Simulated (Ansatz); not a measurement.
PbS:
```yaml
crystal:
  lattice:
    - [4.21575, 0.00000, 0.00000]
    - [0.00000, 4.21575, 0.00000]
    - [0.00000, 0.00000, 32.00000]
  atoms:
    - { symbol: Pb, position: [0.00000, 0.50000, 0.45506] }
    - { symbol: S, position: [0.00000, 0.50000, 0.53812] }
    - { symbol: Pb, position: [0.50000, 0.00000, 0.54494] }
    - { symbol: S, position: [0.50000, 0.00000, 0.46188] }
```
The layer is periodic in x and y and isolated along z.

In-plane strain on the r²SCAN+D4-relaxed layer, atoms relaxed; r²SCAN+D4 (plane waves, PAW; program Ansatz). Strained cells keep their symmetry and size, so buckling under compression is not allowed; words on stability below refer to the unstrained layer.

| strain x / y (%) | ΔE (meV/atom) | tension xx (N/m) | tension yy (N/m) | thickness (Å) |
|---|---|---|---|---|
| -4 / -4 | 29.8 | -2.84 | -2.84 | 3.11 |
| -2 / -2 | 6.9 | -1.37 | -1.37 | 2.96 |
| -1 / 0 | … | … | … | … |
| 0 / 0 | 0.0 | -0.01 | -0.01 | 2.88 |
| 1 / 0 | 0.5 | 0.35 | 0.09 | 2.87 |
| 2 / 2 | 6.7 | 1.40 | 1.40 | 2.80 |
| 4 / 4 | … | … | … | … |

Q: Complete the blanks.

A: 
- -1 / 0, ΔE (meV/atom): 0.5
- -1 / 0, tension xx (N/m): -0.40
- -1 / 0, tension yy (N/m): -0.14
- -1 / 0, thickness (Å): 2.89
- 4 / 4, ΔE (meV/atom): 30.7
- 4 / 4, tension xx (N/m): 2.67
- 4 / 4, tension yy (N/m): 2.67
- 4 / 4, thickness (Å): 2.74

Space group P4/nmm (square). The layer was cut from a bulk entry of the Materials Project (measured or hypothetical); whether that bulk phase is the ambient one, and whether the layer has been isolated, was not checked. The cell was relaxed with r²SCAN+D4 under the symmetry of its start; its stability against distortions is not shown here. Scalar-relativistic: spin–orbit coupling is off unless named, which matters more the heavier the elements.

Potentials: the earlier of the program's two PAW sets.
